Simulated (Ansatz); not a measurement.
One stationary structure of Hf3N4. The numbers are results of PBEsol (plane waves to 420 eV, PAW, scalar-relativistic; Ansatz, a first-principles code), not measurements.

```
CELL_PARAMETERS angstrom
      0.00000     4.50226     4.50226
      4.50226     0.00000     4.50226
      4.50226     4.50226     0.00000
ATOMIC_POSITIONS crystal
  Hf 0.62500 0.62500 0.62500
  Hf 0.12500 0.62500 0.62500
  Hf 0.62500 0.12500 0.62500
  Hf 0.62500 0.62500 0.12500
  Hf 0.25000 0.25000 0.25000
  Hf 0.00000 0.00000 0.00000
  N  0.86726 0.86726 0.86726
  N  0.39821 0.86726 0.86726
  N  0.86726 0.39821 0.86726
  N  0.86726 0.86726 0.39821
  N  0.38274 0.38274 0.38274
  N  0.85179 0.38274 0.38274
  N  0.38274 0.85179 0.38274
  N  0.38274 0.38274 0.85179
```

**Question.** Find the space group and the Wyckoff positions (tolerance 0.01 Å).

**Answer.** Space group Fd-3m, origin choice 1 (No. 227); a = b = c = 9.005 Å, α = β = γ = 90.00°

```csv
atom,site,symmetry,x,y,z
Hf,16c,.-3m,0.1250,0.1250,0.1250
Hf,8b,-43m,0.5000,0.5000,0.5000
N,32e,.3m,0.3673,0.3673,0.3673
```

**Question.** Give the shortest distances between elements (the closest pairs, up to four, under 3.6 Å).

**Answer.** Hf–N 2.07 Å; N–N 2.99 Å; Hf–Hf 3.18 Å.

```json
{
 "volume_per_atom": "13.04 Å³",
 "band_gap": "0.78 eV, indirect (valence top at X, conduction bottom at Γ) (no spin-orbit coupling)",
 "smallest_direct_gap": "0.93 eV at Γ"
}
```

No spin polarisation in the result.

The run could not lose the symmetry of its start.

The first start was generated by placing the elements on the sites of a structure type. Materials Project lists a structure of Hf3N4 in the same space group, Fd-3m (No. 227); the sites were not compared with it, nor with measured phases.
